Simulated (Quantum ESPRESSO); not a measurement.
## Band energies of BaTiO3

```
CELL_PARAMETERS angstrom
      3.98333     0.00000     0.00000
      0.00000     2.86259     2.87534
      0.00000    -2.86259     2.87534
ATOMIC_POSITIONS crystal
  O  0.50000 0.97843 0.49135
  O  0.50000 0.49135 0.97843
  O  0.00000 0.48820 0.48820
  Ti 0.50000 0.51850 0.51850
  Ba 0.00000 0.00341 0.00341
```

LDA (pw.x of Quantum ESPRESSO, ONCV potentials, without SOC); path ΓXSRAZΓYX1A1TY,ZT; energies in eV from the valence-band maximum.

```csv
k (1/Å),point,band 16,band 17,band 18,band 19,band 20,band 21,band 22,band 23
0.00,Γ,-1.34,-1.14,-0.50,-0.47,-0.39,2.13,2.34,2.41
0.73,,-2.36,-1.35,-1.32,-1.00,-0.45,3.28,3.43,3.63
1.09,X,-2.65,-1.64,-0.90,-0.83,-0.22,3.69,3.73,4.02
1.48,,-2.27,-1.36,-1.33,-1.07,-0.62,3.04,3.69,3.75
1.86,S,-1.87,-1.83,-1.68,-0.92,-0.76,2.33,3.67,3.69
2.26,,-2.38,-1.50,-1.36,-0.95,-0.48,2.97,3.70,3.77
2.65,R,-2.63,-1.71,-0.92,-0.89,-0.05,3.73,3.75,4.09
3.04,,-2.47,-2.46,-0.63,-0.52,-0.03,3.95,3.98,4.21
3.42,A,-2.38,-2.36,-0.17,-0.02,0.00,4.23,4.27,4.37
3.79,,-2.43,-2.36,-0.63,-0.33,-0.23,3.85,4.01,4.16
4.52,Z,-2.14,-1.67,-1.56,-1.14,-1.00,2.50,3.64,3.79
5.30,Γ,-1.34,-1.14,-0.50,-0.47,-0.39,2.13,2.34,2.41
5.93,,-2.24,-1.46,-1.20,-0.96,-0.55,3.18,3.19,3.43
6.40,Y,-2.65,-1.64,-0.90,-0.83,-0.22,3.69,3.73,4.02
6.40,X1,-2.65,-1.64,-0.90,-0.83,-0.22,3.69,3.73,4.02
7.19,A1,-2.38,-2.36,-0.17,-0.02,0.00,4.23,4.27,4.37
7.19,T,-2.38,-2.36,-0.17,-0.02,0.00,4.23,4.27,4.37
7.78,,-2.59,-1.99,-0.78,-0.75,-0.21,3.73,3.77,4.06
7.97,Y,-2.65,-1.64,-0.90,-0.83,-0.22,3.69,3.73,4.02
7.97,Z,-2.14,-1.67,-1.56,-1.14,-1.00,2.50,3.64,3.79
8.29,,-2.40,-1.69,-1.20,-1.08,-0.95,2.92,3.70,3.83
9.07,T,-2.38,-2.36,-0.17,-0.02,0.00,4.23,4.27,4.37
```

The LDA gap is indirect, 2.13 eV, from T to Γ; the smallest direct gap is 2.52 eV.

Geometry of the Materials Project entry, not relaxed at this level.

This is not the ordinary phase of the substance.

Letters of k points follow the standard setting of the lattice, whose axes may be ordered differently from the printed cell.
